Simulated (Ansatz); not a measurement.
Task: CoW (rock salt, Fm-3m) is relaxed with plane-wave PAW PBEsol (Ansatz code). What lattice parameters of the conventional cell result?

Result: a = 4.820 Å.

The start of the workflow was typed in or built on a structure type; neither database checked (COD, Materials Project) lists it. Its standing as an ambient phase is unchecked. Symmetry was held in the PBEsol relaxation. At this level the phase is mechanically unstable. The workflow began spin-polarised and lost its moments. Its formation energy is positive at this level, so the cell may be metastable or incomplete. Spin–orbit coupling is left out wherever it is not named.

Potentials: the earlier of the program's two PAW sets.
